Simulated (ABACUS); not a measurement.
Set-up for a self-consistent single point of Al (C2/m, 1 atom in the cell; from Materials Project mp-134, changed as shown).

```
Al
1.0
    0.00000     2.01946     2.01946
    1.99927     0.00000     1.99927
    2.01946     2.01946     0.00000
Al
1
Direct
  0.00000   0.00000   0.00000
```

Computed with PBE, PseudoDojo 0.5 standard norm-conserving PBE (tails mended) pseudopotentials (plane waves; ABACUS).

ABACUS settings:

| setting | value |
|---|---|
| KPT | Gamma 10 10 10 0 0 0 |
| basis_type | pw |
| ecutwfc | 40 Ry |
| smearing_method | gaussian |
| smearing_sigma | 0.00999582 Ry |
| potentials | PseudoDojo 0.5 standard norm-conserving PBE (tails mended) |
| symmetry | 1 |
| symmetry_prec | 1e-05 |
| ks_solver | dav_subspace |
| scf_nmax | 100 |
| scf_thr | 1.0e-09 Ry |
| mixing_type | broyden |
| mixing_beta | 0.7 |

Results:

- Number of valence electrons = 3
- Number of bands = 12
- Number of k-points after the program's reduction = 282
- Number of plane waves (most at a k-point) = 491
- Number of SCF iterations = 5
- FFT grid = 24 × 24 × 24
- Free energy E − TS = -63.0492 eV
- Fermi level (on the code's own zero) = 8.17 eV
- Pressure = 0.57 GPa

Stress (GPa, positive for compression):
```
 0.48   0.11  -0.11
 0.11   0.76   0.11
-0.11   0.11   0.48
```

For comparison: a first run was changed to give this one (lattice vector b scaled by 0.99), and from it to this one the free energy stays essentially unchanged (within 1 meV/atom) and the pressure goes from -0.20 to 0.57 GPa.

The structure comes from a collection of computed structures, made at another level of theory; the collection holds predicted forms beside known ones. No clean gap shows at this smearing width and mesh (spacing up to 0.27 Å⁻¹); the mesh is coarse for partly filled bands, so the values carry mesh errors.

Cost on one core: roughly 24 core-seconds.

“Tails mended”: in these copies of the files the far tail of each local potential was reset to the Coulomb form.
